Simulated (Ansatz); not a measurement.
Starting cell, Pb (fcc, Cu type):

```yaml
crystal:
  lattice:
    - [4.99126, 0.00000, 0.00000]
    - [0.00000, 4.99126, 0.00000]
    - [0.00000, 0.00000, 4.99126]
  atoms:
    - { symbol: Pb, position: [0.00000, 0.00000, 0.00000] }
    - { symbol: Pb, position: [0.50000, 0.50000, 0.00000] }
    - { symbol: Pb, position: [0.50000, 0.00000, 0.50000] }
    - { symbol: Pb, position: [0.00000, 0.50000, 0.50000] }
```

In this cell atom 2 (Pb, nearest neighbour Pb at 3.529 Å; its periodic images, 5.0 Å or more away, move with it) is moved by s along Cartesian [110], unit vector (0.707, 0.707, 0.000); all other atoms and the cell stay fixed.

Computed with r2SCAN (plane waves to 500 eV, PAW, scalar-relativistic; Ansatz, an electronic-structure program). k mesh 8×8×8 (Γ-centred), Fermi-Dirac smearing 0.05 eV. E stands for the smeared free energy. With partly filled bands, energies and forces of such displacements shift with the k mesh and the smearing. On this mesh the relaxed cell isn't quite at rest: it carries a pressure of 0.2 GPa (compression positive) at the zero of the scan. Pb was relaxed with its symmetry unable to fall. Spin-orbit coupling is left out, though Pb is heavy. The PAW data are Ansatz's earlier set. ΔE is measured from the undisplaced structure. The last digit holds for this mesh only.

```json
[
 {"s (Å)": "-0.350", "ΔE (meV/cell)": "48.76"},
 {"s (Å)": "-0.280", "ΔE (meV/cell)": "25.94"},
 {"s (Å)": "-0.210", "ΔE (meV/cell)": "12.02"},
 {"s (Å)": "-0.140", "ΔE (meV/cell)": "withheld"},
 {"s (Å)": "-0.070", "ΔE (meV/cell)": "0.87"},
 {"s (Å)": "0.000", "ΔE (meV/cell)": "0.00"},
 {"s (Å)": "0.070", "ΔE (meV/cell)": "0.87"},
 {"s (Å)": "0.140", "ΔE (meV/cell)": "withheld"},
 {"s (Å)": "0.210", "ΔE (meV/cell)": "12.02"},
 {"s (Å)": "0.280", "ΔE (meV/cell)": "25.94"},
 {"s (Å)": "0.350", "ΔE (meV/cell)": "48.76"}
]
```

Question: Fit an even polynomial form (powers 2, 4, 6) to the given rows and predict ΔE at s = 0.140.

Answer: Least squares on the 9 given rows: ΔE = (186.3)·s² + (2057)·s⁴ + (-2685)·s⁶, in meV/cell with s in Å; root-mean-square residual 0.047 meV/cell. At 0.140 the fit gives 4.42 meV/cell; the calculation gives 4.30 meV/cell, so the interpolation is off by 0.12 (+2.8 %). The quadratic term alone would give 3.65 meV/cell.

(A displaced cell: forces are minus the slopes of the energy, force constants its curvatures, and phonons follow from these.)
